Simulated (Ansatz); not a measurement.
Relaxed candidate structures of Li:

A. P6₃/mmc (No. 194), hP2, hcp (Mg type); a = b = 3.098 Å, c = 5.052 Å, α = β = 90.00°, γ = 120.00°; Li 2c (0.333, 0.667, 0.250)

B. P4₁2₁2 (No. 92), tP4; a = 5.3985 Å, b = 5.3985 Å, c = 2.9215 Å, α = 90.00°, β = 90.00°, γ = 90.00°; Li 4a (0.191, 0.191, 0.000)

C. Pa-3 (No. 205), cP8; a = 5.535 Å, b = 5.535 Å, c = 5.535 Å, α = 90.00°, β = 90.00°, γ = 90.00°; Li 8c (0.157, 0.157, 0.157)

D. Fd-3m, origin choice 1 (No. 227), cF8, diamond type; a = 5.926 Å, b = 5.926 Å, c = 5.926 Å, α = 90.00°, β = 90.00°, γ = 90.00°; Li 8b (0.500, 0.500, 0.500)

E. Pm-3m (No. 221), cP1, simple cubic type; a = b = c = 2.7621 Å, α = β = γ = 90.00°; Li 1a (0.000, 0.000, 0.000)

F. Pm-3m (No. 221), cP3; a = b = c = 4.1702 Å, α = β = γ = 90.00°; Li 3c (0.000, 0.500, 0.500)

Question: Order them by energy per atom (lowest first) at the level r2SCAN (plane waves to 500 eV, PAW, scalar-relativistic; Ansatz, an electronic-structure program).

Answer: A (reference), C (+0.03 eV/atom), B (+0.05 eV/atom), E (+0.12 eV/atom), F (+0.18 eV/atom), D (+0.52 eV/atom)

The lowest structure calculated, Fm-3m, cF4, fcc (Cu type), is not among these; it lies under 0.01 eV/atom below the lowest of them. Probably no minimum, since a slightly shaken restart fell lower: Pa-3, cP8 (by 0.03 eV/atom, to Cmcm). Each run could gain symmetry but not lose that of its start, so entries can be saddle points. From databases, or of a type measured for this composition: P6₃/mmc, hP2, hcp (Mg type); the others are generated cells (placed on structure types, drawn at random, substituted or restacked) that were not matched to a known phase here. Energies are at zero temperature and pressure, without zero-point motion. Each cell has its own k-point mesh; energy differences are given only to the digits this allows. No spin polarisation in the result.
